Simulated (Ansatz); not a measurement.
## A plane-wave run on CaHBr

input.yaml (Ansatz 0.2.0)

```yaml
crystal:
  lattice:
    - [3.843055, 0.0, 0.0]
    - [0.0, 3.843055, 0.0]
    - [0.0, 0.0, 7.880356]
  atoms:
    - { symbol: Ca, position: [0.0, 0.5, 0.14] }
    - { symbol: Ca, position: [0.5, 0.0, 0.86] }
    - { symbol: H, position: [0.0, 0.0, 0.0] }
    - { symbol: H, position: [0.5, 0.5, 0.0] }
    - { symbol: Br, position: [0.0, 0.5, 0.67] }
    - { symbol: Br, position: [0.5, 0.0, 0.33] }
  symmetry: { tolerance: 0.0003 }
kpoints:
  mp_grid: { grid: [7, 7, 4], shift: [0, 0, 0] }
  band_path:
    path:
      - [0.0, 0.0, 0.0]
      - [0.0, 0.5, 0.0]
      - [0.5, 0.5, 0.0]
      - [0.0, 0.0, 0.0]
      - [0.0, 0.0, 0.5]
      - [0.0, 0.5, 0.5]
      - [0.5, 0.5, 0.5]
      - [0.0, 0.0, 0.5]
      - [0.0, 0.5, 0.0]
      - [0.0, 0.5, 0.5]
      - [0.5, 0.5, 0.0]
    npoints: 6
magnetization:
  spin_polarized: false
scf:
  occupations: { method: fermi_dirac }
  lower_state_search: "off"
  max_iter: 200
hamiltonian:
  pseudopotentials: { kind: paw }
  xc: r2scan
basis:
  ecutwfc: 500
  fft_grid_basis: typed
output:
  forces: true
  stress: true
  eigenvalues: true
  bader: true
  populations: true
  elf: true
  write_potential: true
  volumetric_format: npy
  dos:
    e_range: [-12, 8]
    de: 0.05
    projected: { site_lists: { Br: [Br], Ca: [Ca], H: [H] } }
checkpoint:
  read: saved_state
```

The run starts from an earlier solution of this cell. 

Parts of the output:

```
Pseudopotentials: kind: paw
Pseudopotential: Ca, paw, valence charge 10, recommended cutoff 500 eV (meta_gga), Ca.paw.azcp
Pseudopotential: H, paw, valence charge 1, recommended cutoff 500 eV (meta_gga), H.paw.azcp
Pseudopotential: Br, paw, valence charge 7, recommended cutoff 500 eV (meta_gga), Br.paw.azcp
Functional definition: r2SCAN
  exchange = r2scan_x(k0 = k0, k1 = k1, a1 = a1)
  correlation = r2scan_c
Crystal: 6 atoms, lattice volume = 116.386 Å³
Basis set: ecut = 500 eV, 2937 PW (Γ), exchange–correlation on 120×120×240 points (64 copies of the dense FFT grid, shifted against one another)
Bands: 24, of which v1, the nominal top of the filled ones, is band 18 counted from 1 (17 counted from 0)
Symmetry: 16 space group operations
Space group: P4/nmm (ITA 129), of the structure as read, at distance tolerance 1.5e-3 Å
k-points: 30 of 196
Initial density: read from a saved state, or passed on in memory by an earlier SCF of this step, an earlier step, the calling program or the single point that the run made first
Functional: x = r2scan, c = r2scan; τ floored in thin density (d = 2e-4 eV/Å³)
SCF iter   1: F=-9269.9080 eV  Δρ=6.15e-4  dr2=7.32e-5  dr2_τ=4.68e-4
SCF iter   2: F=-9269.9080 eV  Δρ=3.06e-4  dr2=1.41e-5  dr2_τ=3.52e-5
SCF iter   3: F=-9269.9080 eV  Δρ=8.58e-5  dr2=9.04e-6  dr2_τ=2.43e-6
SCF iter   4: F=-9269.9080 eV  Δρ=4.38e-5  dr2=3.32e-7  dr2_τ=6.96e-7
SCF iter   5: F=-9269.9080 eV  Δρ=8.87e-6  dr2=3.32e-8  dr2_τ=3.11e-8
Free energy (F): -9269.9080 eV
Harris-Foulkes:  -9269.9080 eV  (|F-HF|=9.17e-8)
Internal energy: -9269.9080 eV  (E = F + TS)
E sigma→0 (E₀):  -9269.9080 eV
Fermi energy:    6.2733 eV
--- Forces (eV/Å), atoms counted from 1 ---
  atom   1  Ca     0.0000     0.0000     1.2778
  atom   2  Ca     0.0000     0.0000    -1.2778
  atom   3  H      0.0000     0.0000     0.0000
  atom   4  H      0.0000     0.0000     0.0000
  atom   5  Br     0.0000     0.0000     0.5592
  atom   6  Br     0.0000     0.0000    -0.5592
--- Stress (GPa, compression-positive) ---
        1.2733       0.0000       0.0000
        0.0000       1.2733       0.0000
        0.0000       0.0000       1.2003
  P = ⅓ Tr σ = 1.2489 GPa (12.489 kbar)
--- Bader charges: 6 sites ---
  site symbol  charge [e]  shift [e]
     0     Ca      1.5180     0.0000
     1     Ca      1.5180     0.0000
     2      H     -0.7336     0.0000
     3      H     -0.7336     0.0000
     4     Br     -0.7844     0.0000
     5     Br     -0.7844     0.0000
```

Origin: a database entry at a rescaled volume.
